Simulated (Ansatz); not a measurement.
# Property card for In

In (diamond, Fd-3m), a = b = c = 6.6144 Å, α = β = γ = 90.00°; the cell used has 2 atoms.

Space group Fd-3m (No. 227), diamond; conventional cell a = b = c = 6.6144 Å, α = β = γ = 90.00°.

Method: r²SCAN in the plane-wave PAW code Ansatz. Structure relaxed to zero pressure with the same functional. Other levels are named where they apply.

### Cell and energy

```
Property             Result
---------------  ----------
Volume per atom    36.17 Å³
Density          5.27 g/cm³
```

### Electronic structure

```
Property                                                                     Value
------------------------------------  --------------------------------------------
Electronic character                                             metallic (no gap)
Density of states at the Fermi level  0.78 states/eV per atom (mean over ±0.08 eV)
Gap with spin–orbit coupling                                       none (metallic)
```

### Mechanics

```
Quantity                                                               Result
-------------------------------------  --------------------------------------
Bulk modulus (Birch–Murnaghan fit)                                   273 kbar
Pressure derivative B′                                                    5.0
Elastic constants (relaxed ions, GPa)     C11 = 19.9, C12 = 31.8, C44 = -13.6
Mechanical stability                   unstable (C has a negative eigenvalue)
```

The start of the workflow was typed in or built on a structure type; neither database checked (COD, Materials Project) lists it. It is not the phase usual at ambient conditions (space group No. 139). Symmetry was held in the r²SCAN relaxation. As this level gives no gap, shear constants depend on the k-mesh and smearing (Fermi–Dirac, 0.1 eV here). Scalar-relativistic: spin–orbit coupling is off unless named, which matters more the heavier the elements.

Potentials: the later of the program's two PAW sets.
